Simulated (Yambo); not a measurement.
Rb$_{3}$RhF$_{6}$ (space group Fm-3m, No. 225), G0W0@LDA in Yambo; all else as in the reference (2×2×2 Γ-centred k mesh, bands 5 to 282 and a 7 Ry block in the screening, 282 bands in G with the Bruneval-Gonze terminator, plasmon pole fitted at 27.2 eV). One parameter is varied: the cutoff of the wavefunctions in Yambo, over 10, 20, 30, 50, 88 Ry.

**Question.** From which value on does the gap X → X stay within 0.05 eV of the largest setting?

**Answer.** From 20 Ry on.
```tsv
cutoff of the wavefunctions in Yambo (Ry)	G0W0 gap (eV)	valence shift (eV)
10	5.40	-0.36
20	5.70	-1.17
30	5.72	-1.42
50	5.71	-1.48
88	5.72	-1.48
```
The last step of the sweep still moves the gap by 2 meV; the other settings are held fixed.

Spin-orbit coupling is not included.

Geometry of the Materials Project entry, not relaxed at this level; primitive cell a = b = c = 6.444 Å, α = β = γ = 60.00°.

The structure is a Materials Project entry; no match was found in the copy of COD used, and its stability was not checked.

A shift is the quasiparticle energy of the state minus its LDA energy.
